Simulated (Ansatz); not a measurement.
The relaxed structure here is a generated cell of Ag: the first start was made by placing the elements on the sites of a structure type, and the end was not matched to a known phase here, so it may be hypothetical. Known forms of Ag include space group No. 225.

A relaxed cell of Ag (I4₁/amd (No. 141)), relaxed on a k-mesh at least as fine as the one used below. Calculation: r2SCAN (plane waves to 500 eV, PAW, scalar-relativistic; Ansatz, a first-principles code). Γ-centred k-mesh 13×7×9 on the run's cell (coarser than for final values), Fermi–Dirac smearing 0.05 eV.

```yaml
crystal:
  lattice:
    - [-2.63039, 2.63039, 1.37808]
    - [5.26078, -5.26078, 2.75615]
    - [2.63039, 2.63039, -1.37808]
  atoms:
    - { symbol: Ag, position: [0.75000, 0.12500, 0.50000] }
    - { symbol: Ag, position: [0.75000, 0.62500, 0.50000] }
    - { symbol: Ag, position: [0.00000, 0.00000, 0.00000] }
    - { symbol: Ag, position: [0.00000, 0.50000, 0.00000] }
```

The atoms are displaced by (Å):

| atom | ux | uy | uz |
|---|---|---|---|
| Ag1 | -0.033 | 0.054 | -0.019 |
| Ag2 | 0.038 | -0.041 | -0.018 |
| Ag3 | -0.062 | -0.084 | 0.117 |
| Ag4 | 0.071 | 0.125 | 0.096 |

Question: What forces (eV/Å) and pressure result?

Answer: 
| atom | Fx | Fy | Fz |
|---|---|---|---|
| Ag1 | 0.12 | -0.96 | 0.18 |
| Ag2 | -0.22 | 1.17 | -0.01 |
| Ag3 | 0.34 | 0.91 | -0.11 |
| Ag4 | -0.23 | -1.11 | -0.07 |

Pressure +1.4 GPa.

Question: Estimate the energy cost of the displacement in the harmonic approximation and compare with the calculation.

Answer: For a harmonic well ΔE = −½ Σ F·u = 0.194 eV a cell, or 48 meV/atom. The calculated energy relative to the undisplaced cell is +0.04 eV/atom, so the harmonic estimate holds well.

The undisplaced cell is probably no minimum: from this displacement the run went on to Fm-3m (No. 225), 0.25 eV/atom below it.

No spin polarisation in the result.
